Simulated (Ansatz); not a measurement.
Ansatz input

```yaml
crystal:
  lattice:
    - [0.0, 3.5183295318, 3.5183295318]
    - [3.5183295318, 0.0, 3.5183295318]
    - [3.5183295318, 3.5183295318, 0.0]
  atoms:
    - { symbol: Rb, position: [0.0, 0.0, 0.0] }
hamiltonian:
  xc: pbesol
  pseudopotentials:
    kind: paw
    azcp:
      Rb: "pseudopotentials/Rb.paw.azcp"
basis:
  ecutwfc: 420
  fft_grid_basis: typed
kpoints:
  mp_grid: { grid: [13, 13, 13], shift: [0, 0, 0] }
magnetization:
  spin_polarized: false
scf:
  occupations: { method: fermi_dirac, width: 0.1 }
output:
  write_density: true
  write_potential: true
  elf: true
  volumetric_format: npy
```

Output

```
Warning: the record states the generating functional pbe (its physics header spells it `PBE`), which answers neither for hamiltonian.xc's functional nor for the pbesol family's — results may be inconsistent (PPs are generated against a specific XC)
Engine: ansatz 0.2.0, x86_64-unknown-linux-gnu
Pseudopotentials: kind: paw
Pseudopotential: Rb, paw, valence charge 9, recommended cutoff 420 eV (normal) 
Functional definition: PBEsol
  exchange = pbesol_x
  correlation = pbesol_c
Crystal: 1 atoms, lattice volume = 87.104 Å³
Basis set: ecut = 420 eV, 1687 PW (Γ)
Bands: 9, of which v1, the nominal top of the filled ones, is band 5 counted from 1 (4 counted from 0)
Symmetry: 48 space group operations
Space group: Fm-3m (ITA 225), of the structure as read, at distance tolerance 4.4e-5 Å
k-points: 84 of 2197
Non-local potential: Rb, projectors of the file, l = 0: 3, l = 1: 2, l = 2: 2
PAW form: soft (Blöchl's): semilocal exchange-correlation on the pseudo side does not see the compensation charge
PAW frozen core: Rb, regenerated for the run's functional, and the local potential with it (the file was generated under x = pbe(κ = 0.804, μ = 0.2195149727645171), c = pbe(β = 0.06672455060314922))
PAW one-centre angular grid: Rb, 110 points (default); XC on 64 Gauss nodes
Initial density: superposition of atomic densities (neutral atoms: chi_scale 0, normalization atom), corrected by the library's trained network
Initial wavefunctions: pseudopotential atomic-orbital guess
Functional: x = pbesol(κ = 0.804, μ = 0.12345679012345678), c = pbesol(β = 0.046)
SCF iter   1: F=—  HF=-3217.006964 eV  |F-HF|=—  |Δ(HF+E_count)|=         —  Δρ=5.76e-4  dr2=1.11e-4  ethr=1.77e-3  ⟨swp⟩=7.2  Hψ=6349  notcnv=0
SCF iter   2: F=—  HF=-3217.007575 eV  |F-HF|=—  |Δ(HF+E_count)|=   6.12e-4  Δρ=2.80e-4  dr2=5.13e-5  ethr=1.24e-6  ⟨swp⟩=3.2  Hψ=2057  notcnv=0
SCF iter   3: F=—  HF=-3217.007603 eV  |F-HF|=—  |Δ(HF+E_count)|=   2.74e-5  Δρ=6.82e-5  dr2=7.80e-6  ethr=5.70e-7  ⟨swp⟩=2.6  Hψ=1149  notcnv=0
SCF iter   4: F=—  HF=-3217.007606 eV  |F-HF|=—  |Δ(HF+E_count)|=   2.78e-6  Δρ=2.88e-5  dr2=2.07e-6  ethr=8.66e-8  ⟨swp⟩=1.0  Hψ=756  notcnv=0
SCF iter   5: F=—  HF=-3217.007606 eV  |F-HF|=—  |Δ(HF+E_count)|=   4.35e-7  Δρ=1.67e-5  dr2=4.38e-7  ethr=2.30e-8  ⟨swp⟩=1.0  Hψ=756  notcnv=0
SCF iter   6: F=-3217.007606 eV  HF=-3217.007606 eV  |F-HF|=1.19e-9  |Δ(HF+E_count)|=   6.23e-8  Δρ=3.14e-6  dr2=1.77e-8  ethr=1.11e-9  ⟨swp⟩=1.4  Hψ=2453  notcnv=0
SCF 1 converged in 6 iterations: F = -3217.007606 eV  dr2 = 1.77e-8
SCF converged after 6 iterations
Free energy (F): -3217.007606 eV
Harris-Foulkes:  -3217.007606 eV  (|F-HF|=1.19e-9)
Internal energy: -3216.977562 eV  (E = F + TS)
E sigma→0 (E₀):  -3216.992584 eV
Entropy (-TS):   -0.030044 eV (-30.044 meV/atom)
Fermi energy:    2.056647 eV
--- Per-component energies (eV) ---
  E_band       = -117.332315
  E_kinetic    = 190.882143
  E_local      = -701.274563  (includes V_loc(G=0)·N_el)
  E_nonlocal   = 175.159371
  E_hartree    = 195.162175
  E_xc         = -127.766345
  E_vxc        = -134.288286  (∫ρ·V_xc dr)
  E_paw        = -2569.278894  (= ΣΔE_a)
  E_vpaw       = -38.133113  (= ΣTr[D̂ρ^β])
  E_aug_tail   = -0.000001  (compensation charges beyond the density's cutoff)
  E_ewald      = -379.985119
  E_core_change = 0.123671  (= ΣΔE_core)
  E_smearing   = -0.030044  (= −TS)
  E_closure    = 0.000000  (closes the sum)
  Σ components = -3217.007606   (vs F -3217.007606, Δ=0.00e0)
--- Band table (eV; the first three rows and the last of 84) ---
  k-point 0: bands = ["-26.7669", "-10.8082", "-10.8082", "-10.8082", "0.0239", "5.6942", "5.6942", "5.6942", "7.0806"]
  k-point 1: bands = ["-26.7666", "-10.8148", "-10.8091", "-10.8091", "0.0928", "5.4972", "5.7253", "5.7253", "6.9937"]
  k-point 2: bands = ["-26.7659", "-10.8328", "-10.8115", "-10.8115", "0.2958", "5.0514", "5.7860", "5.7860", "6.8490"]
  k-point 83: bands = ["-26.7607", "-10.8855", "-10.8762", "-10.8481", "3.1192", "3.6220", "3.6598", "4.7715", "7.5071"]
```
